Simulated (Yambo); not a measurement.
Yambo run on Cs₃CoF₆ (space group Fm-3m, No. 225). The wavefunctions come from this Quantum ESPRESSO step (PBEsol, PseudoDojo standard norm-conserving files, scalar-relativistic):

```
&CONTROL
  calculation = 'nscf'
  pseudo_dir = './pseudo'
  outdir = './out'
/
&SYSTEM
  ibrav = 0
  nat = 10
  ntyp = 3
  ecutwfc = 96.0
  ecutrho = 384.0
  occupations = 'fixed'
  force_symmorphic = .true.
  nbnd = 374
/
&ELECTRONS
  conv_thr = 1e-08
  diago_full_acc = .true.
  diago_thr_init = 1e-08
/
ATOMIC_SPECIES
F 18.9984 F.upf
Co 58.9332 Co.upf
Cs 132.9055 Cs.upf
CELL_PARAMETERS angstrom
  0.000000000000   4.625930000000   4.625930000000
  4.625930000000   0.000000000000   4.625930000000
  4.625930000000   4.625930000000   0.000000000000
ATOMIC_POSITIONS crystal
F   0.800000000000   0.200000000000   0.200000000000
F   0.200000000000   0.800000000000   0.800000000000
F   0.200000000000   0.800000000000   0.200000000000
F   0.800000000000   0.200000000000   0.800000000000
F   0.200000000000   0.200000000000   0.800000000000
F   0.800000000000   0.800000000000   0.200000000000
Co   0.000000000000   0.000000000000   0.000000000000
Cs   0.250000000000   0.250000000000   0.250000000000
Cs   0.750000000000   0.750000000000   0.750000000000
Cs   0.500000000000   0.500000000000   0.500000000000
K_POINTS automatic
2 2 2 0 0 0
```

Yambo input:

```
rim_cut
gw0
dyson
el_el_corr
HF_and_locXC
ppa
em1d
RandQpts= 1000000
RandGvec= 1 Ry
EXXRLvcs= 96 Ry
VXCRLvcs= 384 Ry
Chimod= "HARTREE"
% BndsRnXp
 5 | 372 |
%
NGsBlkXp= 8 Ry
% LongDrXp
 1.0 | 1.0 | 1.0 |
%
PPAPntXp= 27.2114 eV
% GbndRnge
 1 | 372 |
%
GTermKind= "BG"
DysSolver= "n"
ExtendOut
% QPkrange
 1 | 1 | 43 | 44 |
 2 | 2 | 43 | 44 |
 3 | 3 | 43 | 44 |
%
```

k points by index: 1 = Γ, 2 = L, 3 = X.

Resulting energies as the program prints them:

```
#    K-point    Band    Eo [eV]    E [eV]    E-Eo [eV]    Vxc [eV]    Vnlxc [eV]    Sc|Eo [eV]    Sc|E [eV]    dSc/dw|Eo [eV]    Re(Z)    Im(Z)
#
    1    43    -0.027998    -1.171972    -1.143973    -28.81304    -37.35967    7.008563    7.402654    -9.371623    0.743819    -0.002226
    1    44    1.305292    3.515575    2.210283    -28.13292    -20.48003    -4.733533    -5.442610    -8.728665    0.757127    -0.002118
    2    43    -0.013564    -1.154561    -1.140997    -28.97712    -37.57168    7.059141    7.453564    -9.403985    0.743162    -0.002205
    2    44    1.540188    3.759706    2.219518    -28.80636    -21.21716    -4.639755    -5.369680    -8.947872    0.752536    -0.002242
    3    43    0.000000    -1.139790    -1.139790    -29.10064    -37.72584    7.090632    7.485404    -9.422339    0.742790    -0.002158
    3    44    1.327538    3.554825    2.227287    -28.40542    -20.71179    -4.745832    -5.466344    -8.801666    0.755591    -0.002236
```
(The two width columns are left out.) Convergence of these settings isn't established.

Geometry of the Materials Project entry, not relaxed at this level.

The structure is a Materials Project entry; no match was found in the copy of COD used, and its stability was not checked.

The runs are not spin-polarised; magnetic order was not tried.
